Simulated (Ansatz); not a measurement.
# Energy and pressure of CoO against volume, without spin

The calculation used DFT r2SCAN+U, scalar-relativistic, plane waves, PAW in Ansatz.

```cif
data_structure
_symmetry_space_group_name_H-M 'P 1'
_symmetry_Int_Tables_number 1
_cell_length_a 2.6314
_cell_length_b 2.6314
_cell_length_c 2.6314
_cell_angle_alpha 90.000
_cell_angle_beta 90.000
_cell_angle_gamma 90.000
_cell_volume 18.22
loop_
_atom_site_label
_atom_site_type_symbol
_atom_site_fract_x
_atom_site_fract_y
_atom_site_fract_z
_atom_site_occupancy
Co1 Co 0.00000 0.00000 0.00000 1
O1 O 0.50000 0.50000 0.50000 1
```

```json
{
  "plane-wave cutoff": "500 eV",
  "Γ-centred k-mesh": "10×10×10",
  "occupation rule": "Gaussian smearing, 0.02 eV",
  "U_eff on Löwdin-orthogonalised atomic d orbitals": "Co 3.32 eV",
  "spin treatment": "unpolarised"
}
```

The cell is scaled evenly at fixed fractional positions, V₀ being the volume of the cell shown; start: no spin polarisation. Energies are extrapolated to zero smearing. A spin-polarised state can lie lower, at larger volumes above all.

```tsv
V/V₀	E above lowest (meV/atom)	P (GPa)
0.800	82.1	36.0
0.860	5.1	10.7
0.920	0.0	-6.6
0.960	25.2	-15.1
1.000	67.2	-21.6
1.040	122.4	-26.7
1.100	223.5	-32.2
1.180	381.3	-36.7
```

This CsCl-type form isn't the usual stable structure of the compound.

Cost: 8 runs of about 0.25 core-minutes in all, on AMD EPYC 9R45 (Zen 5) (shared hosts).